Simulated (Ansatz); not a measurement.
Bi3BTeO9: Electric field gradients

The cell is a measured structure from the Crystallography Open Database (COD), ions relaxed with PBE at fixed cell.

Space group P6_3 (No. 173); a = 8.7510, c = 5.8981 Å, γ = 120.00°.

| site | Wyckoff | site symmetry | x | y | z |
| --- | --- | --- | --- | --- | --- |
| B | 2a | 3.. | 0.0000 | 0.0000 | 0.4249 |
| Bi | 6c | 1 | 0.2935 | 0.3491 | 0.1119 |
| Te | 2b | 3.. | 0.6667 | 0.3333 | 0.0813 |
| O11 | 6c | 1 | 0.4586 | 0.2466 | 0.2717 |
| O17 | 6c | 1 | 0.5381 | 0.4147 | 0.8884 |
| O23 | 6c | 1 | 0.1047 | 0.1812 | 0.4319 |

One atom of each set is listed.

All values are calculated (Ansatz; DFT, r2SCAN, plane waves and PAW, scalar-relativistic, 500 eV cutoff, Γ-centred 3×3×4 k-points, Fermi–Dirac smearing 0.02 eV), not measured.

Conventions: |V_zz| ≥ |V_yy| ≥ |V_xx|, η = (V_xx − V_yy)/V_zz, C_Q = eQV_zz/h.

10B: I = 3, Q = 84.59 mb; Bi-209: I = 9/2, Q = -516.0 mb; 17O: I = 5/2, Q = -25.58 mb. Quadrupole moments are those of Pyykkö's year-2017 table.

**Question.** What field gradients does the calculation give at each kind of site?

**Answer.** 

```tsv
site	atoms	first shell	V_zz (10²¹ V/m²)	η	C_Q (MHz)
B	2	3 O at 1.38 Å	2.64	0.00	5.40
Bi	6	6 O at 2.25–2.48 Å	-25.6	0.36	319
Te	2	6 O at 1.94–1.97 Å	1.38	0.00	–
O11	6	1 Te at 1.94 Å, 2 Bi at 2.25–2.48 Å	10.51	0.80	-6.50
O17	6	1 Te at 1.97 Å, 1 Bi at 2.33 Å; also 2 Bi at 2.46–3.17 Å	9.53	0.74	-5.90
O23	6	1 B at 1.38 Å; also 3 Bi at 2.33–3.04 Å	-5.58	0.32	3.45
```

An axis of threefold or higher order runs through B and Te, so V_zz lies along it and η is zero. At O17 V_zz points along the shorter of its two bonds, to Te (within 6°).

Te has no stable isotope with a ground-state quadrupole moment in the table, so no C_Q is given.

The largest force is 0.5 eV/Å, so the atoms aren't at the calculated equilibrium and relaxing them would move these values. Spin–orbit coupling is left out, which shifts gradients on Bi by a few per cent, and by more where contributions nearly cancel.
